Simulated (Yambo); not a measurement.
Yambo input for Si₂N₂O (space group Cmc2_1, No. 36) (a = b = 5.228 Å, c = 4.859 Å, α = β = 90.00°, γ = 63.53°), on PBEsol (Quantum ESPRESSO, PseudoDojo norm-conserving, 84 Ry, scalar-relativistic) wavefunctions on a 4×4×4 mesh:

```
optics
chi
dipoles
kernel
FFTGvecs= 40 Ry
Chimod= "HARTREE"
NGsBlkXd= 3 Ry
% QpntsRXd
 1 | 1 |
%
% BndsRnXd
 1 | 93 |
%
GrFnTpXd= "R"
% EnRngeXd
 0.0 | 20.0 | eV
%
% DmRngeXd
 0.2 | 0.2 | eV
%
CGrdSpXd= 50
ETStpsXd= 161
% LongDrXd
 1.0 | 0.0 | 0.0 |
%
% XfnQP_E
 1.796 | 1.0 | 1.0 |
%
```

First lines of the file o-*.eps_q1_inv_rpa_dyson:

```
Absorption @ Q(1):   1.00000000     0.00000000     0.00000000    [q->0 direction]
#
# [ X ] Hartree size     :   75
# [GEN] GF Energies     : Perdew, Burke & Ernzerhof SOL(X)+Perdew, Burke & Ernzerhof SOL(C)+ user defined corrections @E
# [GEN] Green`s Function     : Retarded
#
# [GEN] Gauge     : Length
# [GEN] [r,Vnl] included     : yes
#
#    E[1] [eV]     Im(eps)     Re(eps)     Im(eps_o)     Re(eps_o)
#
     0.000000     0.16768E-14     2.782360     -0.32964E-18     2.977917
     0.125000     0.543295E-3     2.782529     0.605561E-3     2.978106
     0.250000     0.001087     2.783038     0.001212     2.978673
     0.375000     0.001633     2.783887     0.001820     2.979620
     0.500000     0.002181     2.785077     0.002431     2.980946
     0.625000     0.002733     2.786611     0.003046     2.982655
     0.750000     0.003288     2.788490     0.003664     2.984749
     0.875000     0.003849     2.790717     0.004289     2.987231
     1.000000     0.004416     2.793296     0.004919     2.990105
     1.125000     0.004989     2.796231     0.005558     2.993374
     1.250000     0.005570     2.799526     0.006204     2.997045
     1.375000     0.006160     2.803186     0.006860     3.001121
     1.500000     0.006760     2.807217     0.007527     3.005611
     1.625000     0.007370     2.811626     0.008205     3.010520
     1.750000     0.007993     2.816420     0.008896     3.015856
     1.875000     0.008628     2.821606     0.009602     3.021627
     2.000000     0.009278     2.827193     0.010323     3.027844
     2.125000     0.009944     2.833190     0.011060     3.034516
     2.250000     0.010627     2.839608     0.011817     3.041654
     2.375000     0.011329     2.846458     0.012594     3.049270
     2.500000     0.012051     2.853752     0.013392     3.057377
     2.625000     0.012795     2.861504     0.014214     3.065990
     2.750000     0.013564     2.869726     0.015062     3.075123
     2.875000     0.014358     2.878436     0.015938     3.084793
     3.000000     0.015180     2.887649     0.016843     3.095019
     3.125000     0.016032     2.897384     0.017782     3.105819
     3.250000     0.016918     2.907661     0.018755     3.117215
     3.375000     0.017840     2.918501     0.019767     3.129230
     3.500000     0.018800     2.929927     0.020821     3.141889
     3.625000     0.019804     2.941965     0.021920     3.155218
     3.750000     0.020853     2.954642     0.023068     3.169246
     3.875000     0.021952     2.967987     0.024269     3.184006
     4.000000     0.023107     2.982035     0.025528     3.199532
```
(The file goes on to the top of the energy range.) Convergence of the RPA response with its 4×4×4 mesh was not tested. The scissor comes from a G0W0 run whose convergence isn't established.

Geometry of the Materials Project entry, not relaxed at this level.
